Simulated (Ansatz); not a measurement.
# BeCo: from a starting cell to a relaxed one

The start is a relaxed BeCo cell, doubled along one cell vector, shaken by Gaussian noise of σ = 0.08 Å a coordinate. The cell and all atomic positions are relaxed at zero pressure with PBEsol (plane waves to 420 eV, PAW, scalar-relativistic; Ansatz, a program for electronic structure). The first steps use a coarse 11×6×11 k-mesh.

Initial structure:
```yaml
crystal:
  lattice:
    - [0.00000, 2.62318, 2.62318]
    - [5.24635, 0.00000, 5.24635]
    - [2.62318, 2.62318, 0.00000]
  atoms:
    - { symbol: Be, position: [0.74476, 0.37471, 0.74137] }
    - { symbol: Be, position: [0.68680, 0.89830, 0.73716] }
    - { symbol: Be, position: [0.50947, 0.23803, 0.52159] }
    - { symbol: Be, position: [0.56590, 0.73579, 0.47082] }
    - { symbol: Co, position: [0.02958, 0.99085, 0.01654] }
    - { symbol: Co, position: [0.96111, 0.49944, 0.06288] }
    - { symbol: Co, position: [0.22291, 0.11704, 0.26242] }
    - { symbol: Co, position: [0.29043, 0.61374, 0.21159] }
```
Spin-polarised start, with parallel moments on Co.

```yaml
energy_released: 0.15 eV/atom
relative_to_the_parent: The parent structure is recovered, Fd-3m (No. 227)
Shortest distances (start → end): "The closest pairs of elements (up to four, under 3.6 Å), start → end: Be–Co 2.00 → 2.27 Å; Co–Co 2.05 → 2.27 Å; Be–Be 2.07 → 2.27 Å"
band_gap_at_the_end: zero (metallic)
optimiser_moves: 6
```

Final structure:

```cif
data_Be8Co8
_chemical_formula_sum 'Be8 Co8'
_space_group_name_H-M_alt 'Fd-3m :1'
_space_group_IT_number 227
_space_group_name_Hall 'F 4d 2 3 -1d'
_cell_length_a 5.24636
_cell_length_b 5.24636
_cell_length_c 5.24636
_cell_angle_alpha 90.000
_cell_angle_beta 90.000
_cell_angle_gamma 90.000
loop_
_atom_site_label
_atom_site_type_symbol
_atom_site_symmetry_multiplicity
_atom_site_Wyckoff_symbol
_atom_site_fract_x
_atom_site_fract_y
_atom_site_fract_z
_atom_site_occupancy
Be1 Be 8 b 0.50000 0.50000 0.50000 1
Co1 Co 8 a 0.00000 0.00000 0.00000 1
```
(The calculation used a cell of 4 atoms; values per cell refer to that cell.)

Final values are on a 15×15×15 k-mesh of the relaxed cell. Spin state reached: ferromagnetic (net 0.59 μB/atom), from parallel starting moments; other spin orders were not run from this start.

The relaxed structure here is a generated cell of BeCo: the first start was made by placing the elements on the sites of a structure type, and the end was not matched to a known phase here, so it may be hypothetical.
